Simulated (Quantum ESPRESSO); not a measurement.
## Si2GaO5F (one run as intended and one with a planted mistake)

A calculation, not a measurement. The program is pw.x of Quantum ESPRESSO 7.5 (plane-wave density functional theory). The cell is made up: 9 atoms on a quartz lattice, with randomly drawn elements, strain and displacements, not relaxed. PseudoDojo standard norm-conserving files (v0.5 for PBE, v0.4.1 for LDA and PBEsol) set the functional; there is no spin polarisation, spin-orbit coupling or dispersion term, and the masses in the input are unused placeholders.

Intended input:

```
&control calculation='scf', pseudo_dir='./dojo.nc.sr.pbe.v0_5.standard.upf', outdir='./o', disk_io='medium', tprnfor=.true., tstress=.true. /
&system ibrav=0, nat=9, ntyp=4, nbnd=35, ecutwfc=84.00895049, nosym=.true., tot_charge=0,
 occupations='smearing', smearing='fd', degauss=0.0018374661
/
&electrons conv_thr=7.350e-09, electron_maxstep=60, /
ATOMIC_SPECIES
F 1.0 F.upf
Ga 1.0 Ga.upf
O 1.0 O.upf
Si 1.0 Si.upf
CELL_PARAMETERS angstrom
5.0567 -0.0831 -0.0208
-2.6003 4.3628 0.0441
-0.0228 0.0427 5.5865
ATOMIC_POSITIONS angstrom
Si 2.3471 -0.0029 3.6759
Ga -1.2145 2.1193 1.8943
Si 1.3563 2.2844 0.0279
O 1.3845 1.1449 4.4025
O 3.2763 0.5913 2.5448
O 2.7452 2.5035 0.6568
F 0.2539 1.7917 1.2077
O -1.1973 3.203 3.0489
O 0.7565 3.6799 4.9397
K_POINTS automatic
5 5 4 1 1 1
```

The log is shortened where brackets say so; the opening notice, blank lines, dates and the lines on written files are dropped, and the path of the files is cut. It prints rydbergs, bohrs and kilobars, and counts compression as positive stress. Where no state is partly filled, the Fermi energy that it prints is only some level between the filled and the empty states on the mesh, and need not lie in the true gap.

Log of the intended run:

```
     Program PWSCF v.7.5
     Parallel version (MPI & OpenMP), running on       1 processor cores
     Number of MPI processes:                 1
     Threads/MPI process:                     1
     [start-up lines left out]
     bravais-lattice index     =            0
     lattice parameter (alat)  =       9.5571  a.u.
     unit-cell volume          =     823.4958 (a.u.)^3
     number of atoms/cell      =            9
     number of atomic types    =            4
     number of electrons       =        58.00
     number of Kohn-Sham states=           35
     kinetic-energy cutoff     =      84.0090  Ry
     charge density cutoff     =     336.0358  Ry
     scf convergence threshold =      7.3E-09
     mixing beta               =       0.7000
     number of iterations used =            8  plain     mixing
     Exchange-correlation= PBE
                           (   1   4   3   4   0   0   0)
     [axes and pseudopotential details left out]
   Cartesian axes
     site n.     atom                  positions (alat units)
         1        Si     tau(   1) = (   0.4640899  -0.0005734   0.7268323  )
         2        Ga     tau(   2) = (  -0.2401419   0.4190472   0.3745582  )
         3        Si     tau(   3) = (   0.2681799   0.4516923   0.0055166  )
         4        O      tau(   4) = (   0.2737559   0.2263800   0.8705022  )
         5        O      tau(   5) = (   0.6478197   0.1169172   0.5031809  )
         6        O      tau(   6) = (   0.5428058   0.4950147   0.1298684  )
         7        F      tau(   7) = (   0.0502034   0.3542712   0.2387974  )
         8        O      tau(   8) = (  -0.2367410   0.6333262   0.6028561  )
         9        O      tau(   9) = (   0.1495820   0.7276232   0.9767222  )
     number of k points=    50  Fermi-Dirac smearing, width (Ry)=  0.0018
                       cart. coord. in units 2pi/alat
        k(    1) = (   0.1033749   0.1764002   0.1122354), wk =   0.0400000
        k(    2) = (   0.1042772   0.1746501   0.3385759), wk =   0.0400000
     [further k points left out]
     Dense  grid:    85617 G-vectors     FFT dimensions: (  60,  60,  64)
     Estimated max dynamical RAM per process >     115.60 MB
     Initial potential from superposition of free atoms
     starting charge      57.9961, renormalised to      58.0000
     Starting wfcs are   41 randomized atomic wfcs
     total cpu time spent up to now is       16.9 secs
     per-process dynamical memory:    70.8 Mb
     Self-consistent Calculation
     iteration #  1     ecut=    84.01 Ry     beta= 0.70
     Davidson diagonalization with overlap
     ethr =  1.00E-02,  avg # of iterations =  3.1
     total cpu time spent up to now is       55.6 secs
     total energy              =    -384.02564323 Ry
     estimated scf accuracy    <       2.38314501 Ry
     iteration #  2     ecut=    84.01 Ry     beta= 0.70
     Davidson diagonalization with overlap
     ethr =  4.11E-03,  avg # of iterations =  2.0
     total cpu time spent up to now is       96.9 secs
     total energy              =    -384.70831372 Ry
     estimated scf accuracy    <       1.70497283 Ry
     [iterations 3 to 10 left out]
     iteration # 11     ecut=    84.01 Ry     beta= 0.70
     Davidson diagonalization with overlap
     ethr =  5.56E-11,  avg # of iterations =  2.0
     total cpu time spent up to now is      467.0 secs
     total energy              =    -385.02921177 Ry
     estimated scf accuracy    <          7.9E-09 Ry
     iteration # 12     ecut=    84.01 Ry     beta= 0.70
     Davidson diagonalization with overlap
     ethr =  1.36E-11,  avg # of iterations =  2.0
     total cpu time spent up to now is      503.5 secs
     End of self-consistent calculation
     [lines on levels left out]
     the Fermi energy is     4.2370 ev
!    total energy              =    -385.02921177 Ry
     estimated scf accuracy    <          2.2E-10 Ry
     smearing contrib. (-TS)   =       0.00000000 Ry
     internal energy E=F+TS    =    -385.02921177 Ry
     The total energy is F=E-TS. E is the sum of the following terms:
     one-electron contribution =    -246.82134724 Ry
     hartree contribution      =     158.93765189 Ry
     xc contribution           =    -102.17405371 Ry
     ewald contribution        =    -194.97146272 Ry
     convergence has been achieved in  12 iterations
     Forces acting on atoms (cartesian axes, Ry/au):
     atom    1 type  4   force =    -0.01233565   -0.03827073    0.05033586
     atom    2 type  2   force =    -0.14985107   -0.08440060   -0.04845029
     atom    3 type  4   force =     0.00403284   -0.01540111   -0.16255029
     atom    4 type  3   force =    -0.00419617    0.01617414    0.05041343
     atom    5 type  3   force =    -0.02704415   -0.12850220    0.03612682
     atom    6 type  3   force =    -0.03978586    0.04230211   -0.06983698
     atom    7 type  1   force =     0.23605756   -0.05958765   -0.11614419
     atom    8 type  3   force =     0.04068974    0.26398542    0.26744276
     atom    9 type  3   force =    -0.04756724    0.00370063   -0.00733713
     Total force =     0.557078     Total SCF correction =     0.000041
     Computing stress (Cartesian axis) and pressure
          total   stress  (Ry/bohr**3)                   (kbar)     P=      156.85
   0.00124149   0.00013001  -0.00017670          182.63       19.12      -25.99
   0.00013001   0.00091114   0.00023959           19.12      134.03       35.25
  -0.00017670   0.00023959   0.00104617          -25.99       35.25      153.90
     init_run     :     15.74s CPU     16.78s WALL (       1 calls)
     electrons    :    462.96s CPU    486.61s WALL (       1 calls)
     forces       :      5.69s CPU      5.77s WALL (       1 calls)
     stress       :     23.12s CPU     23.26s WALL (       1 calls)
     [timing details left out]
     PWSCF        :   8m27.97s CPU   8m53.38s WALL
     JOB DONE.
```

A second run has one planted mistake: the smearing is too wide. The input lines that differ, file-writing options aside:

```
- &system ibrav=0, nat=9, ntyp=4, nbnd=35, ecutwfc=84.00895049, nosym=.true., tot_charge=0,
+ &system ibrav=0, nat=9, ntyp=4, nbnd=53, ecutwfc=84.00895049, nosym=.true., tot_charge=0,
-  occupations='smearing', smearing='fd', degauss=0.0018374661
+  occupations='smearing', smearing='fd', degauss=0.0338093764
```

Its log:

```
     Program PWSCF v.7.5
     Parallel version (MPI & OpenMP), running on       4 processor cores
     Number of MPI processes:                 4
     Threads/MPI process:                     1
     [start-up lines left out]
     bravais-lattice index     =            0
     lattice parameter (alat)  =       9.5571  a.u.
     unit-cell volume          =     823.4958 (a.u.)^3
     number of atoms/cell      =            9
     number of atomic types    =            4
     number of electrons       =        58.00
     number of Kohn-Sham states=           53
     kinetic-energy cutoff     =      84.0090  Ry
     charge density cutoff     =     336.0358  Ry
     scf convergence threshold =      7.3E-09
     mixing beta               =       0.7000
     number of iterations used =            8  plain     mixing
     Exchange-correlation= PBE
                           (   1   4   3   4   0   0   0)
     [axes and pseudopotential details left out]
   Cartesian axes
     site n.     atom                  positions (alat units)
         1        Si     tau(   1) = (   0.4640899  -0.0005734   0.7268323  )
         2        Ga     tau(   2) = (  -0.2401419   0.4190472   0.3745582  )
         3        Si     tau(   3) = (   0.2681799   0.4516923   0.0055166  )
         4        O      tau(   4) = (   0.2737559   0.2263800   0.8705022  )
         5        O      tau(   5) = (   0.6478197   0.1169172   0.5031809  )
         6        O      tau(   6) = (   0.5428058   0.4950147   0.1298684  )
         7        F      tau(   7) = (   0.0502034   0.3542712   0.2387974  )
         8        O      tau(   8) = (  -0.2367410   0.6333262   0.6028561  )
         9        O      tau(   9) = (   0.1495820   0.7276232   0.9767222  )
     number of k points=    50  Fermi-Dirac smearing, width (Ry)=  0.0338
                       cart. coord. in units 2pi/alat
        k(    1) = (   0.1033749   0.1764002   0.1122354), wk =   0.0400000
        k(    2) = (   0.1042772   0.1746501   0.3385759), wk =   0.0400000
     [further k points left out]
     Dense  grid:    85617 G-vectors     FFT dimensions: (  60,  60,  64)
     Estimated max dynamical RAM per process >     243.21 MB
     Estimated total dynamical RAM >     910.13 MB
     Initial potential from superposition of free atoms
     starting charge      57.9961, renormalised to      58.0000
     Starting wfcs are   41 randomized atomic wfcs +   12 random wfcs
     total cpu time spent up to now is        4.2 secs
     per-process dynamical memory:   195.2 Mb
     Self-consistent Calculation
     iteration #  1     ecut=    84.01 Ry     beta= 0.70
     Davidson diagonalization with overlap
     ethr =  1.00E-02,  avg # of iterations =  6.8
     total cpu time spent up to now is       18.0 secs
     total energy              =    -384.07476581 Ry
     estimated scf accuracy    <       2.33504984 Ry
     iteration #  2     ecut=    84.01 Ry     beta= 0.70
     Davidson diagonalization with overlap
     ethr =  4.03E-03,  avg # of iterations =  2.0
     total cpu time spent up to now is       26.5 secs
     total energy              =    -384.64962293 Ry
     estimated scf accuracy    <       1.80647693 Ry
     [iterations 3 to 9 left out]
     iteration # 10     ecut=    84.01 Ry     beta= 0.70
     Davidson diagonalization with overlap
     ethr =  2.66E-10,  avg # of iterations =  2.0
     total cpu time spent up to now is       93.9 secs
     total energy              =    -385.02954540 Ry
     estimated scf accuracy    <       0.00000001 Ry
     iteration # 11     ecut=    84.01 Ry     beta= 0.70
     Davidson diagonalization with overlap
     ethr =  2.12E-11,  avg # of iterations =  2.0
     total cpu time spent up to now is      101.9 secs
     End of self-consistent calculation
     [lines on levels left out]
     the Fermi energy is     5.8976 ev
!    total energy              =    -385.02954541 Ry
     estimated scf accuracy    <          4.3E-10 Ry
     smearing contrib. (-TS)   =      -0.00242933 Ry
     internal energy E=F+TS    =    -385.02711608 Ry
     The total energy is F=E-TS. E is the sum of the following terms:
     one-electron contribution =    -246.81503831 Ry
     hartree contribution      =     158.93227636 Ry
     xc contribution           =    -102.17289140 Ry
     ewald contribution        =    -194.97146272 Ry
     convergence has been achieved in  11 iterations
     Forces acting on atoms (cartesian axes, Ry/au):
     atom    1 type  4   force =    -0.01238383   -0.03821780    0.05074804
     atom    2 type  2   force =    -0.14964397   -0.08437651   -0.04886481
     atom    3 type  4   force =     0.00387908   -0.01548122   -0.16228642
     atom    4 type  3   force =    -0.00410892    0.01603741    0.05009304
     atom    5 type  3   force =    -0.02702574   -0.12855093    0.03609700
     atom    6 type  3   force =    -0.03955838    0.04238078   -0.06980438
     atom    7 type  1   force =     0.23584811   -0.05971551   -0.11582950
     atom    8 type  3   force =     0.04057440    0.26396910    0.26746362
     atom    9 type  3   force =    -0.04758076    0.00395469   -0.00761659
     Total force =     0.556834     Total SCF correction =     0.000061
     Computing stress (Cartesian axis) and pressure
          total   stress  (Ry/bohr**3)                   (kbar)     P=      157.37
   0.00124484   0.00013027  -0.00017783          183.12       19.16      -26.16
   0.00013027   0.00091427   0.00023959           19.16      134.49       35.24
  -0.00017783   0.00023959   0.00105027          -26.16       35.24      154.50
     init_run     :      3.86s CPU      4.09s WALL (       1 calls)
     electrons    :     97.17s CPU     97.75s WALL (       1 calls)
     forces       :      1.36s CPU      1.38s WALL (       1 calls)
     stress       :      4.66s CPU      4.66s WALL (       1 calls)
     [timing details left out]
     PWSCF        :   1m47.18s CPU   1m48.08s WALL
     JOB DONE.
```

```
                                            intended run  run with the mistake
                          free energy (eV)     -5238.589             -5238.594
                    smearing term -TS (eV)        0.0000               -0.0331
                            pressure (GPa)         15.69                 15.74
            largest force component (eV/Å)         6.876                 6.877
largest change of a force component (eV/Å)                               0.011
                                iterations            12                    11
```

For scale, a rerun of the intended cell at a cutoff of 1437 eV and k mesh 7 x 7 x 6 moved values by no more than 0.003 eV in energy, 0.02 GPa in stress and 0.003 eV/Å in force. The number of bands, nbnd, was set by rule from the electron count and the smearing, so it follows the mistake.